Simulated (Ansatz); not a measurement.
BAs:
```
CELL_PARAMETERS angstrom
      0.00000     2.40456     2.40456
      2.40456     0.00000     2.40456
      2.40456     2.40456     0.00000
ATOMIC_POSITIONS crystal
  As 0.75000 0.75000 0.75000
  B  0.00000 0.00000 0.00000
```

PBE in the plane-wave PAW code Ansatz gives a gap of 1.20 eV without spin–orbit coupling, maximum at Γ, minimum on the Γ–X line, 80 % of the way from Γ.

### Question
What happens when spin–orbit coupling is switched on?

### Answer
The gap drops by 0.06 eV, to 1.14 eV; maximum at Γ, minimum on the Γ–X line, 80 % of the way from Γ.

### Question
How large is the spin–orbit splitting of the valence top at Γ?

### Answer
The fourfold level lies 0.21 eV above the split-off pair.

Space group F-43m (zinc blende). The cell was relaxed with PBE under the symmetry of its start; phonons on a q-mesh show no instability.

Potentials: the later of the program's two PAW sets.
